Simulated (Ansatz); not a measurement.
**Data sheet: LaZrNO₂ (DFT)**

LaZrNO2:
```
CELL_PARAMETERS angstrom
     -2.94130     2.94573     4.08926
      2.94130    -2.94573     4.08926
      2.94130     2.94573    -4.08926
ATOMIC_POSITIONS crystal
  La 0.75000 0.97842 0.22842
  La 0.25000 0.52158 0.27158
  Zr 0.01564 0.75000 0.76564
  Zr 0.48436 0.25000 0.73436
  N  0.31389 0.56389 0.75000
  N  0.18611 0.93611 0.25000
  O  0.75000 0.39118 0.64118
  O  0.25000 0.10882 0.85882
  O  0.80933 0.55933 0.25000
  O  0.69067 0.94067 0.75000
```

Space group I2_12_12_1 (No. 24); conventional cell a = 5.883 Å, b = 5.891 Å, c = 8.179 Å, α = β = γ = 90.00°.

Method: the program Ansatz at the r²SCAN level (PAW). Geometry: relaxed at this level of theory. Other levels are named where they apply.

Cell and energy:

- Volume per atom: 14.17 Å³
- Density: 6.47 g/cm³
- Formation energy from the elements (no fitted shifts): -3.03 eV/atom

Electronic structure:

- Band gap: 2.66 eV (indirect)
- Valence-band maximum: at X (k = 0.500, 0.500, 0.500 in fractions of the reciprocal vectors)
- Conduction-band minimum: at Γ
- Smallest direct gap on the standard path: 2.85 eV
- Electron effective mass: 0.40, 0.65, 2.3 mₑ (principal values)
- Hole effective mass: 0.76, 1.2, 4.5 mₑ (principal values)
- Hole effective mass with spin–orbit coupling: 0.75, 1.2, 4.6 mₑ (principal values)
- Gap with spin–orbit coupling: 2.66 eV

Mechanics:

* **Bulk modulus (Birch–Murnaghan fit)**: 174 GPa
* **Pressure derivative B′**: 4.3

Charges:

Bader charges: La +2.04, Zr +2.51, N -1.75, O -1.41 to -1.40 e

The start of the workflow was typed in or built on a structure type; neither database checked (COD, Materials Project) lists it. Whether it is the stable phase at ambient conditions was not checked. The r²SCAN relaxation kept the symmetry of its start; whether a distortion lowers the energy is not shown. The run is not spin-polarised. The references are the lowest solids computed at this level, not always the standard phases (solids in place of the gases). Spin–orbit coupling is left out wherever it is not named.

Potentials: the earlier of the program's two PAW sets. The files were generated under PBE; for other functionals the program regenerates the frozen cores, and for LDA and PBEsol the local potential too.
